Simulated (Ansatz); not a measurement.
Here is the system:

HfS2:
```xyz
3
Lattice="3.6060 0.0000 0.0000 -1.8030 3.1229 0.0000 0.0000 0.0000 5.7677" Properties=species:S:1:pos:R:3 pbc="T T T"
Hf     0.0000     0.0000     0.0000
S      1.8030     1.0410     4.3116
S      0.0000     2.0819     1.4561
```

This is the PBE+D3(BJ)-relaxed structure. Tensor components refer to the Cartesian frame of this cell.

All from plane-wave PAW PBE+D3(BJ) (Ansatz code), unless another level is named. Predict the gap with spin–orbit coupling.

0.83 eV.

Give the electron effective mass.

0.25, 0.94, 2.8 mₑ (principal values).

What about the conduction-band minimum?

at L (3 equivalent valleys).

Predict the weight of the conduction-edge state by species (Voronoi cells).

Hf 59 %, S 41 %.

What about the valence-band maximum?

off the standard path, at k = (-0.036, 0.010, 0.000).

Space group P-3m1 (CdI2 type). Symmetry was held in the PBE+D3(BJ) relaxation; phonons on a q-mesh show no instability. The run is not spin-polarised. Spin–orbit coupling is left out wherever it is not named.

Potentials: the later of the program's two PAW sets.
